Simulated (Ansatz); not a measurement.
Ca2AsI:
Space group R-3m, hexagonal axes (No. 166); a = 4.383 Å, b = 4.383 Å, c = 22.368 Å, α = 90.00°, β = 90.00°, γ = 120.00°

```csv
atom,site,symmetry,x,y,z
Ca,6c,3m,0.0000,0.0000,0.2312
As,3b,-3m,0.0000,0.0000,0.5000
I,3a,-3m,0.0000,0.0000,0.0000
```
(The calculation used a cell of 4 atoms; values per cell refer to that cell.)

Relaxed with r²SCAN.

Tabulate the valence density and the electron localisation function along the shortest Ca–I contact (3.41 Å), r²SCAN in the plane-wave PAW code Ansatz.



```tsv
distance from Ca (Å)	density (e/Å³)	ELF
0.34	5.50	0.83
0.51	3.76	0.86
0.68	2.01	0.86
0.85	0.85	0.78
1.02	0.32	0.46
1.19	0.13	0.09
1.36	0.08	0.03
1.53	0.08	0.09
1.70	0.11	0.42
1.88	0.17	0.72
2.05	0.26	0.80
2.22	0.42	0.77
2.39	0.67	0.69
2.56	0.99	0.63
2.73	2.20	0.53
2.90	6.60	0.33
3.07	12.83	0.17
```

The density is the valence pseudo-density with augmentation charge, so density and ELF within about 1 Å of a nucleus are not all-electron values.

The first step of the workflow began from a Materials Project structure, measured or hypothetical; the Crystallography Open Database files this formula in space group No. 166, but the cells were not matched. Whether it is the stable phase at ambient conditions was not checked. Symmetry was held in the r²SCAN relaxation; whether a distortion lowers the energy is not shown. Scalar-relativistic: spin–orbit coupling is off unless named, which matters more the heavier the elements.

Potentials: the later of the program's two PAW sets.
